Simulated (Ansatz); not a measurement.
Input:

CaSi₂:
Space group R-3m, hexagonal axes (No. 166); a = b = 3.821 Å, c = 29.403 Å, α = β = 90.00°, γ = 120.00°

| atom | site | symmetry | x | y | z |
|---|---|---|---|---|---|
| Ca | 6c | 3m | 0.0000 | 0.0000 | 0.0796 |
| Si | 6c | 3m | 0.0000 | 0.0000 | 0.3470 |
| Si | 6c | 3m | 0.0000 | 0.0000 | 0.1831 |
(The calculation used a cell of 6 atoms; values per cell refer to that cell.)

This is the LDA-relaxed structure.

All from LDA in the plane-wave PAW code Ansatz, unless another level is named. Estimate the highest zone-centre frequency.

460 cm^-1.

What about the bulk modulus (Birch–Murnaghan fit)?

68.0 GPa.

The first step of the workflow began from a Materials Project structure, measured or hypothetical; the Crystallography Open Database copy checked does not list it. COD files the formula under space group No. 164, so this cell is another polymorph or a model. Its standing as an ambient phase is unchecked. Symmetry was held in the LDA relaxation; of distortions, only those at the zone centre were tested. As this level gives no gap, phonon frequencies hold no LO–TO term and depend on the k-mesh and smearing (Fermi–Dirac, 0.1 eV here).

Potentials: the later of the program's two PAW sets.
